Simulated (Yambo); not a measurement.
A G0W0@PBE run in Yambo for a free-standing SnO monolayer (symmetry P4/nmm, slab cell 15.3 Å high) (4×4×1 Γ-centred k mesh, bands 9 to 158 and a 8 Ry block in the screening, 158 bands in G with the Bruneval-Gonze terminator, plasmon pole fitted at 27.2 eV, slab-truncated Coulomb interaction, stochastic integration of W near q = 0) gives these matrix elements, in eV, at the band edges ((0, 0.25) → M):

```json
[
 {"state": "valence edge", "E0": "0.000", "<Vxc>": "-14.907", "<Σx>": "-17.832", "<Σc(E0)>": "1.689", "Z": "0.793"},
 {"state": "conduction edge", "E0": "3.190", "<Vxc>": "-10.311", "<Σx>": "-6.476", "<Σc(E0)>": "-2.649", "Z": "0.830"}
]
```

Problem. Solve the linearised quasiparticle equation for both states, give the gap, and say how exchange and correlation each act on it.

Solution. E = E0 + Z(Σx + Σc − Vxc). Valence: 0.000 + 0.793 × (-17.832 + (1.689) − (-14.907)) = -0.98 eV. Conduction: 3.190 + 0.830 × (-6.476 + (-2.649) − (-10.311)) = 4.17 eV. The gap is 5.15 eV, against 3.19 eV in PBE. Replacing Vxc by bare exchange alone would open it by 6.76 eV; correlation takes back 4.34 eV of that, and Z scales what is left. Nearest settings tried, and what they do to the gap: 92 bands in G: +15 meV; 92 bands in W, 92 bands in G: +47 meV; 5 Ry block (305 vectors against 591): -67 meV. Not varied: mesh, cell height. So the settings aren't converged at that level. Among the k points computed, the smallest G0W0 gap is 5.11 eV, (0, 0.25) → X. The mesh misses a band edge: along a dense path the PBE gap is 3.08 eV against 3.19 eV on the mesh. Spin-orbit splittings are left out.

Geometry relaxed with PBEsol; primitive cell a = b = 3.785 Å, c = 15.300 Å, α = β = γ = 90.00°.

This is a model layer cut from the bulk structure; whether it is stable on its own was not checked.

The potentials are those of PseudoDojo's stringent table.
